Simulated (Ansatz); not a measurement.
MgRh:
```
MgRh
1.0
    3.09069     0.00000     0.00000
    0.00000     3.09069     0.00000
    0.00000     0.00000     3.09069
Rh Mg
1 1
Direct
  0.50000   0.50000   0.50000
  0.00000   0.00000   0.00000
```

Relaxed with r²SCAN. Special points in fractions of this cell's reciprocal vectors: Γ (0.000, 0.000, 0.000); X (0.000, 0.500, 0.000); M (0.500, 0.500, 0.000); R (0.500, 0.500, 0.500).

List the band energies nearest the Fermi level at these points for plane-wave PAW r²SCAN (Ansatz code).

In eV from the Fermi level; about four levels below and three above (degenerate sets whole), none deeper than 8.9 eV; … stands for higher levels left out; points with the same levels are listed once.

```tsv
k	below	above
Γ	-3.03 -3.03 -0.29 -0.29 -0.29	…
X	-2.49 -1.38 -1.38 -0.15	1.88 …
M	-4.07 -2.63 -1.22 -1.22	0.73 0.73 0.79
R	-3.35 -3.35 -3.35	0.86 0.86 …
```

Space group Pm-3m (CsCl type). The workflow started from an entry of the Crystallography Open Database (COD). Whether it is the stable phase at ambient conditions was not checked. The cell was relaxed with r²SCAN under the symmetry of its start; its stability against distortions is not shown here. No spin polarisation was allowed. Scalar-relativistic: spin–orbit coupling is off unless named, which matters more the heavier the elements.

Potentials: the later of the program's two PAW sets.
